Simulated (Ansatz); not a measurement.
Relaxed Al2Cu (Al2Cu type, space group I4/mcm):

```yaml
crystal:
  lattice:
    - [-3.02971, 3.02971, 2.43697]
    - [3.02971, -3.02971, 2.43697]
    - [3.02971, 3.02971, -2.43697]
  atoms:
    - { symbol: Al, position: [0.65828, 0.15828, 0.81655] }
    - { symbol: Al, position: [0.84172, 0.65828, 0.50000] }
    - { symbol: Al, position: [0.15828, 0.34172, 0.50000] }
    - { symbol: Al, position: [0.34172, 0.84172, 0.18345] }
    - { symbol: Cu, position: [0.25000, 0.25000, 0.00000] }
    - { symbol: Cu, position: [0.75000, 0.75000, 0.00000] }
```

In this cell atom 2 (Al, nearest neighbour Cu at 2.587 Å; its periodic images, 4.9 Å or more away, move with it) is moved by s along Cartesian z, unit vector (0.000, 0.000, 1.000); all other atoms and the cell stay fixed.

The numbers are results of PBE (plane waves to 420 eV, PAW, scalar-relativistic; Ansatz, a program for electronic structure), not measurements. k mesh 10×10×10 (Γ-centred), Fermi-Dirac smearing 0.05 eV. E stands for the smeared free energy. With partly filled bands, energies and forces of such displacements shift with the k mesh and the smearing. Al2Cu is run without spin polarisation. Al2Cu was relaxed with its symmetry unable to fall. The PAW data are Ansatz's earlier set. ΔE is measured from the undisplaced structure. The last digit holds for this mesh only.

| s (Å) | ΔE (meV/cell) |
|---|---|
| -0.780 | 1448.0 |
| -0.624 | 873.0 |
| -0.468 | withheld |
| -0.312 | 200.0 |
| -0.156 | 48.8 |
| 0.000 | 0.0 |
| 0.156 | 48.8 |
| 0.312 | 200.0 |
| 0.468 | withheld |
| 0.624 | 873.0 |
| 0.780 | 1448.0 |

### Question
Fit an even polynomial form (powers 2, 4, 6) to the given rows and predict ΔE at s = 0.468.

### Answer
Least squares on the 9 given rows: ΔE = (1991)·s² + (654.5)·s⁴ + (-24.66)·s⁶, in meV/cell with s in Å; root-mean-square residual 0.03 meV/cell. At 0.468 the fit gives 467.2 meV/cell; the calculation gives 467.2 meV/cell, the same to the digits shown. The quadratic term alone would give 436.1 meV/cell.

(A displaced cell: forces are minus the slopes of the energy, force constants its curvatures, and phonons follow from these.)
